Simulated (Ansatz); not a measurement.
# YTe, one cell by several methods

```xyz
2
Lattice="0.0000 3.0475 3.0475 3.0475 0.0000 3.0475 3.0475 3.0475 0.0000" Properties=species:S:1:pos:R:3 pbc="T T T"
Y     0.0000    0.0000    0.0000
Te    3.0475    3.0475    3.0475
```

Atom numbers follow the list: Y1, Te2.

The cell is COD entry 9008769, as deposited and not checked against the literature; nothing was relaxed.

Spin polarisation is left out, and whether a magnetic state lies lower isn't shown here.

No spin–orbit coupling, which matters for the heavy atoms here.

All numbers are computed: DFT, PBEsol, PAW with Ansatz's default frozen-core files, scalar-relativistic (Ansatz 0.2.0); DFT, PBEsol, all-electron LAPW, scalar-relativistic (Ansatz 0.2.0).

For PAW: a Γ-centred 12×12×12 k mesh, Fermi–Dirac smearing of 0.05 eV, cutoff 420 eV, no spin polarisation; the PAW files were made with PBE, and the program remakes their frozen cores for this functional. LAPW targets a basis error of 0.5 meV/atom. The Ansatz runs share mesh, smearing and spin set-up. Plane-wave (PAW) pressures include the program's estimate of the Pulay term.

Stress and pressure are positive in compression.

Levels count from the Fermi level.

PAW results:

```tsv
quantity	PAW
pressure (GPa)	-0.51
highest filled level at U (eV)	-0.517
lowest empty level at U (eV)	2.050
highest filled level at L (eV)	-4.173
lowest empty level at L (eV)	1.538
highest filled level at X (eV)	-1.952
lowest empty level at X (eV)	1.257
```

Problem. What does all-electron LAPW give for the same quantities?

Solution. 
```
                      quantity    LAPW
                pressure (GPa)   -0.50
highest filled level at U (eV)  -0.517
  lowest empty level at U (eV)   2.050
highest filled level at L (eV)  -4.173
  lowest empty level at L (eV)   1.538
highest filled level at X (eV)  -1.952
  lowest empty level at X (eV)   1.257
```
